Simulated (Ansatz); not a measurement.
The start is a generated cell, Cd placed in the beta-Sn structure type. Cell shape, volume and atoms are optimised at zero target pressure with r2SCAN (plane waves to 500 eV, PAW, scalar-relativistic; Ansatz, a first-principles code). First-step values are on the input's coarse k-mesh.

Ansatz input (later rounds restart from its end on a renewed k-mesh):
Ansatz 0.2 input:
```yaml
crystal:
  lattice:
    - [-2.749933, 2.749933, 1.500397]
    - [2.749933, -2.749933, 1.500397]
    - [2.749933, 2.749933, -1.500397]
  atoms:
    - { symbol: Cd, position: [0.75, 0.25, 0.5] }
    - { symbol: Cd, position: [0, 0, 0] }
basis: { ecutwfc: 500, ecutrho_ratio: 4, xc_grid: 4, fft_grid_basis: typed }
kpoints: { mp_grid: { grid: [12, 12, 12] } }
hamiltonian:
  xc: r2scan
  dispersion: none
  pseudopotentials: { azcp: { folder: ./paw }, kind: paw }
scf: { occupations: { method: fermi_dirac, width: 0.05 } }
relax: { f_tol: 0.01, max_steps: 100, cell: { stress_tol: 0.02 } }
output: { forces: true, stress: true }
```

**Question.** What pressure does the first self-consistent step give?

**Answer.** +4.2 GPa (positive: the cell is compressed).

**Question.** How much energy is released per atom?

**Answer.** 0.04 eV/atom.

**Question.** How do the shortest distances between atoms change?

**Answer.** The closest pairs of elements (up to four, under 3.6 Å), start → end: Cd–Cd 2.85 → 2.88 Å.

**Question.** Is the relaxed structure metallic? Give its gap.

**Answer.** No gap (metallic).

**Question.** What does it relax into? Give the structure.

**Answer.** 
Space group I4₁/amd, origin choice 1 (No. 141); a = b = 5.840 Å, c = 2.881 Å, α = β = γ = 90.00°

```tsv
atom	site	symmetry	x	y	z
Cd	4a	-4m2	0.0000	0.0000	0.0000
```
(The calculation used a cell of 2 atoms; values per cell refer to that cell.)

The space group stays I4₁/amd (No. 141) (the run could not lower it); the end is AFLOW prototype A_tI4_141_a (A5, as in Sn), with 2 atoms in the primitive cell. Final values are on a 18×18×18 k-mesh of the relaxed cell. No spin polarisation in the result.

The run could not lose the symmetry of its start, so the end can be a saddle point.

All atoms sit on sites fixed by symmetry, so only the cell could relax.

The relaxed structure here is a generated cell of Cd: the first start was made by placing the elements on the sites of a structure type, and the end was not matched to a known phase here, so it may be hypothetical. Known forms of Cd include space group No. 194.
